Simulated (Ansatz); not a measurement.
Relaxed-ion elastic tensor of HfRu (CsCl type, space group No. 221) in GPa (Voigt order), plane-wave PAW LDA (Ansatz code); density 14.41 g/cm³, 16.10 Å³ per atom.

|  | 1 | 2 | 3 | 4 | 5 | 6 |
|---|---|---|---|---|---|---|
| 1 | 410 | 134 | 134 | 0.0 | 0.0 | 0.0 |
| 2 | 134 | 410 | 134 | 0.0 | 0.0 | 0.0 |
| 3 | 134 | 134 | 410 | 0.0 | 0.0 | 0.0 |
| 4 | 0.0 | 0.0 | 0.0 | 86.1 | 0.0 | 0.0 |
| 5 | 0.0 | 0.0 | 0.0 | 0.0 | 86.1 | 0.0 |
| 6 | 0.0 | 0.0 | 0.0 | 0.0 | 0.0 | 86.1 |

Q: Is the crystal mechanically stable?

A: Yes: the smallest eigenvalue of C is 86.1 GPa.

Q: Work out the Voigt, Reuss and Hill averages.

A: K_V = 226, K_R = 226, K_H = 226; G_V = 107, G_R = 101, G_H = 104 GPa.

Q: Give Young's modulus, Poisson's ratio, Pugh's ratio and the universal anisotropy index.

A: E = 9KG/(3K + G) = 271 GPa; ν = 0.30; K/G = 2.18 (ductile by the Pugh limit of 1.75); A_U = 5G_V/G_R + K_V/K_R − 6 = 0.27.

Q: Estimate the sound speeds and the Debye temperature.

A: v_l = √((K + 4G/3)/ρ) = 5030 m/s, v_t = √(G/ρ) = 2690 m/s, mean 3000 m/s; Θ = (h/k)(3n/4πV)^(1/3) v_m = 354 K.

Q: Give the Zener ratio and Young's modulus along [100], [110] and [111].

A: A = 2C44/(C11 − C12) = 0.62; 1/E = S11 − 2(S11 − S12 − S44/2)Γ with Γ = 0, 1/4, 1/3 gives 344, 250, 229 GPa.

Space group Pm-3m (CsCl type). The first step of the workflow began from a Materials Project structure, measured or hypothetical; the Crystallography Open Database files this formula in space group No. 221, but the cells were not matched. Its standing as an ambient phase is unchecked. The cell was relaxed with LDA under the symmetry of its start; of distortions, only those at the zone centre were tested. No spin polarisation was allowed. As this level gives no gap, shear constants depend on the k-mesh and smearing (Fermi–Dirac, 0.1 eV here). Scalar-relativistic: spin–orbit coupling is off unless named, which matters more the heavier the elements.

Potentials: the later of the program's two PAW sets.
